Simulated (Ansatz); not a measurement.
### Question
Each is relaxed and computed with the program Ansatz at the r²SCAN level (PAW). Which is the only metal?
A. BAs, P6_422 (B on 3c, As on 3d)
B. Ba2Zn3As2O2, I4/mmm (Pearson symbol tI18)
C. Ga2AsP, R3m (Ga on 3a, Ga on 3a, P on 3a, As on 3a)
D. GaAs, P4/mmm (Ga on 1b, As on 1a)

### Answer
D, GaAs, P4/mmm (Ga on 1b, As on 1a). GaAs: metal; Ga2AsP: gap 1.46 eV (direct); BAs: gap 0.67 eV (indirect); Ba2Zn3As2O2: gap 0.65 eV (indirect). Typed or built starts, not in the databases checked: BAs, P6_422 (B on 3c, As on 3d). Not the usual ambient phase: GaAs, P4/mmm (Ga on 1b, As on 1a); BAs, P6_422 (B on 3c, As on 3d). Standing as an ambient phase not checked: Ga2AsP, R3m (Ga on 3a, Ga on 3a, P on 3a, As on 3a); Ba2Zn3As2O2, I4/mmm (Pearson symbol tI18). Perhaps ordered models of mixed-site phases: Ga2AsP, R3m (Ga on 3a, Ga on 3a, P on 3a, As on 3a). All cells were relaxed under the symmetry of their starts (and spin orders); stability against distortions was not tested throughout. Spin–orbit coupling is left out wherever it is not named.

Potentials: the later of the program's two PAW sets.
